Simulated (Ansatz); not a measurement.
# Ir: symmetry broken, then relaxed

The calculation used DFT PBEsol, scalar-relativistic, plane waves, PAW in Ansatz 0.2.0. Cutoff 420 eV, Γ-centred 12×12×10 k-points, Gaussian smearing of 0.15 eV. Spin–orbit coupling is left out, which can shift energies with elements as heavy as these. No spin polarisation. Energies are free energies at this smearing, counted from the undisturbed cell; pressure is positive in compression.

The starting cell (relaxed at this level):

```
CELL_PARAMETERS angstrom
0.00000 -1.91512 -1.91512
0.00000 1.91512 -1.91512
3.83023 0.00000 0.00000
ATOMIC_POSITIONS crystal
Ir 0.50000 0.50000 0.50000
Ir 0.00000 0.00000 0.00000
```

The atoms are displaced (Å, in the unstrained cell):

```csv
atom,ux,uy,uz
Ir1,0.006,0.011,0.000
Ir2,-0.006,-0.011,0.000
```

Cell and atoms are then relaxed.

Does the relaxation return to the undisturbed structure?

Yes (up to a choice of domain or origin): same space group and volume, and an energy 0.0 meV/atom from it. The disturbance itself cost 1.3 meV/atom. The final space group reads Fm-3m (tolerance 0.05 Å) and the volume changes by -0.02 %.

Final structure:

```yaml
crystal:
  lattice:
    - [-0.00002, -1.91474, -1.91474]
    - [0.00002, 1.91474, -1.91474]
    - [3.83088, 0.00003, 0.00000]
  atoms:
    - { symbol: Ir, position: [0.50000, 0.50000, 0.50000] }
    - { symbol: Ir, position: [0.00000, 0.00000, 0.00000] }
```

The relaxation, step by step (energy from the first step; small jumps at an unchanged geometry come where the plane waves are selected anew for the new cell):

```
step  ΔE (meV/atom) largest force component (eV/Å) pressure (GPa)
   1            0.0                           0.161           -0.02
   2           -1.1                           0.077            0.24
   3           -1.3                           0.000           -0.19
   4           -1.3                           0.000            0.00
   5           -1.3                           0.000            0.00
```

Cost: 3 runs of about 2.1 core-minutes in all, on Intel Xeon Platinum 8488C (Sapphire Rapids) (shared hosts).